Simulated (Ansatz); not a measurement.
Input and output of a relaxation of cell and atoms on an ordered 8-atom cell of In₄SbAs₃ on the wurtzite lattice (Pm) (Ansatz 0.2.0, r2SCAN). It starts from the PBE minimum.

Input file:
```yaml
crystal:
  lattice:
    - [7.3032154312, 0.0, 0.0004752095]
    - [0.0, 4.4458491194, 0.0]
    - [0.0005040337, 0.0, 7.7022470896]
  atoms:
    - { symbol: As, position: [-0.0023958598, 0.0, 0.3280309346] }
    - { symbol: As, position: [0.0013883549, 0.5, 0.8375173987] }
    - { symbol: As, position: [0.4990159122, 0.5, 0.1692229744] }
    - { symbol: Sb, position: [0.5032842064, 0.0, 0.664927615] }
    - { symbol: In, position: [0.3668163985, 0.0, 0.320558345] }
    - { symbol: In, position: [0.3680201021, 0.5, 0.8477946725] }
    - { symbol: In, position: [0.8700303068, 0.5, 0.1662730752] }
    - { symbol: In, position: [0.8938405788, 0.0, 0.6656749846] }
kpoints:
  mp_grid: { grid: [4, 6, 4] }
hamiltonian:
  xc: r2scan
scf:
  occupations: { method: fermi_dirac, width: 0.02 }
relax:
  f_tol: 0.005
  cell: {}
```

Command: `ansatz run input.yaml --threads 4 --pin off --max-ram 6451MiB --backend cpu --events-out ev --progress --plain --runs-dir out`. It took 3.3 min on 4 threads of Arm Neoverse V1, with other jobs on the host, load about 0.4 per core; peak host memory 1.4 GiB.

The log, with set-up remarks and timings taken out:
```
Pseudopotential: As, paw, valence charge 15, recommended cutoff 500 eV (meta_gga)
Pseudopotential: Sb, paw, valence charge 15, recommended cutoff 500 eV (meta_gga)
Pseudopotential: In, paw, valence charge 13, recommended cutoff 500 eV (meta_gga)
Functional definition: r2SCAN
Crystal: 8 atoms, lattice volume = 250.084 Å³
Basis set: ecut = 500 eV, 6355 PW (Γ)
Bands: 68, of which v1, the nominal top of the filled ones, is band 56 counted from 1 (55 counted from 0)
Symmetry: 2 space group operations
Space group: Pm (ITA 6)
k-points: 40 of 96 (time reversal used)
preconditioner: auto → Resta (q_TF=auto, 2.386 Å⁻¹)  ε∞=2.9  [insulator: Δε(μ)=0.130 eV  σ=0.020 eV  ℏωp=19.9 eV]
relax step 1: F+E_penalty+E_count = -43542.70776183 eV  max|allowed force component| = 2.093e-2 eV/Å  Δτ_max = 0.0000 Å  P = -1.796 GPa  Ω = 250.084 Å³
relax step 2: F+E_penalty+E_count = -43542.71884888 eV  max|allowed force component| = 7.628e-2 eV/Å  Δτ_max = 0.0054 Å  P = +1.833 GPa  Ω = 233.451 Å³
relax step 3: F+E_penalty+E_count = -43542.76073149 eV  max|allowed force component| = 1.490e-2 eV/Å  Δτ_max = 0.0082 Å  P = -0.112 GPa  Ω = 241.533 Å³
relax step 4: F+E_penalty+E_count = -43542.76096804 eV  max|allowed force component| = 5.479e-3 eV/Å  Δτ_max = 0.0035 Å  P = -0.001 GPa  Ω = 241.045 Å³
relax step 5: F+E_penalty+E_count = -43542.76098709 eV  max|allowed force component| = 4.772e-4 eV/Å  Δτ_max = 0.0013 Å  P = +0.000 GPa  Ω = 241.031 Å³
relax step 6: F+E_penalty+E_count = -43542.76035332 eV  max|allowed force component| = 4.910e-4 eV/Å  Δτ_max = 0.0000 Å  P = -0.003 GPa  Ω = 241.031 Å³  (SCF on a basis re-selected at this cell)
SCF converged after 4 iterations
Free energy (F): -43542.760353 eV
Internal energy: -43542.760169 eV  (E = F + TS)
E sigma→0 (E₀):  -43542.760261 eV
Entropy (-TS):   -0.000184 eV (-0.023 meV/atom)
Fermi energy:    7.261086 eV
--- Stress (GPa, compression-positive) ---
       -0.002705       0.000000      -0.000199
        0.000000      -0.001197       0.000000
       -0.000199       0.000000      -0.004577
  P = ⅓ Tr σ = -0.0028 GPa (-0.028 kbar)
--- Relaxed structure (5 steps of the walk, 5 accepted, 1 SCFs on fresh bases) ---
  F+E_penalty+E_count = -43542.76035332 eV   max|allowed force component| = 4.910e-4 eV/Å
  cell:  # Å, volume = 241.0311 Å³
    - [7.219638, 0.000000, 0.000473]
    - [0.000000, 4.388944, 0.000000]
    - [0.000502, 0.000000, 7.606724]
  atoms:
    - { symbol: As, position: [-0.002205, 0.000000, 0.327836] }
    - { symbol: As, position: [0.001276, 0.500000, 0.837701] }
    - { symbol: As, position: [0.499157, 0.500000, 0.169276] }
    - { symbol: Sb, position: [0.503763, 0.000000, 0.664895] }
    - { symbol: In, position: [0.366650, 0.000000, 0.320529] }
    - { symbol: In, position: [0.367504, 0.500000, 0.847934] }
    - { symbol: In, position: [0.869639, 0.500000, 0.166328] }
    - { symbol: In, position: [0.894216, 0.000000, 0.665502] }
```

The walk took 5 steps, besides SCFs solved again on a fresh basis, and changed the volume by -3.6 %. The last SCF, on a fresh basis, lies 6.6 meV an atom below the first. At the end: it is monoclinic, Pm (No. 6); a = 7.220 Å, b = 4.389 Å, c = 7.607 Å, β = 90.0° in the conventional setting, 30.13 Å³ an atom. As is surrounded by 4 In at 2.66–2.68 Å; As is surrounded by 4 In at 2.65–2.67 Å; As is surrounded by 4 In at 2.62–2.67 Å; Sb is surrounded by 4 In at 2.78–2.82 Å; In is surrounded by 3 As at 2.66 Å and 1 Sb at 2.80 Å; In is surrounded by 2 As at 2.62–2.65 Å and 2 Sb at 2.78 Å; In is surrounded by 4 As at 2.67–2.68 Å; In is surrounded by 3 As at 2.67–2.68 Å and 1 Sb at 2.82 Å.

These are computed values for a spin-unpolarised cell that may be hypothetical; none is a measurement.
